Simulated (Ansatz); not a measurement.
Crystals of one structure type (rock salt) and one family of elements, relaxed and computed with plane-wave PAW r²SCAN (Ansatz code).

```csv
crystal,V (Å³/atom),"highest Γ mode, no LO–TO term (cm⁻¹)"
NaF,12.12,262
LiCl,16.70,193
KF,18.80,?
KCl,31.15,145
KBr,36.08,116
KI,44.58,101
```

Question: Fit a straight line to ln ω against ln V and predict the withheld value.

Answer: Least squares on the 5 shown rows: ln ω = -0.70 × ln V + (7.294), with a scatter of 5 %. For KF this gives 189. The run itself gave 193, within the scatter.

All cells were relaxed under the symmetry of their starts (and spin orders); stability against distortions was not tested throughout. Scalar-relativistic: spin–orbit coupling is off unless named, which matters more the heavier the elements.

Potentials: the later of the program's two PAW sets.
